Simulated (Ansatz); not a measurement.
All numbers below come from Ansatz, DFT PBE, scalar-relativistic, plane waves, PAW. All cells share a 420 eV cutoff and Γ-centred k meshes spaced at most about 0.3 Å⁻¹ (about 0.25 or finer for metals, 2π included). Collinear spin in cells that started with moments and kept them past the coarse steps, no spin elsewhere.

All energies are static (0 K, no zero-point motion). All come from trial cells, and lower structures may exist.

Question: Which of these relaxed structures of Mg5NiS6 is the lowest in energy?
A. Space group P-31m (No. 162), trigonal, a = 6.286 Å, c = 6.084 Å. Mg on a site of symmetry 32 has 6 S at 2.63 Å and 2 Mg at 3.04 Å; around Mg on a site of symmetry -3m lie 6 S at 2.58 Å and 2 Ni at 3.04 Å; around Ni lie 6 S at 2.53 Å and 2 Mg at 3.04 Å; S is surrounded by 1 Ni at 2.53 Å and 5 Mg at 2.58–2.63 Å; 1 more site not described.
B. Space group P4/mmm (No. 123), tetragonal, a = 3.657 Å, c = 15.349 Å. Around Mg on a site of symmetry 4mm lie 6 S at 2.45–2.60 Å; Mg on a second site of symmetry 4mm has 6 S at 2.59–2.68 Å; Ni has 2 S at 2.35 Å and 4 S at 2.59 Å; S on a site of symmetry 4mm is surrounded by 6 Mg at 2.59–2.63 Å; 4 more sites not described.

Answer: B. It has Mg and Ni ordered on rock salt sites, space group P4/mmm (No. 123); the next, A, with Mg and Ni ordered on nickel arsenide sites, space group P-31m (No. 162), lies 22 meV/atom higher. Largest moments: B no spin, A 1.3 μB. Counting S atoms around Mg and Ni (those within 1.25 times the shortest such distance or 1.15 times the sum of covalent radii, 1.27 where that leaves under three; a plus sign parts nearer from farther groups), the lowest has Mg 6, Ni 2+4 and the next has Mg 6, Ni 6.

No Hubbard U is applied to the 3d shell of Ni. The magnetic state reached may not be the lowest. Trial moments died out on the coarse mesh in P4/mmm; another magnetic start might hold. With atoms moved at random, P4/mmm came back. Other cells relaxed within their symmetry can be saddle points. Some structure types and database cells were kept out of the candidates from the start, so a known form may be missing.
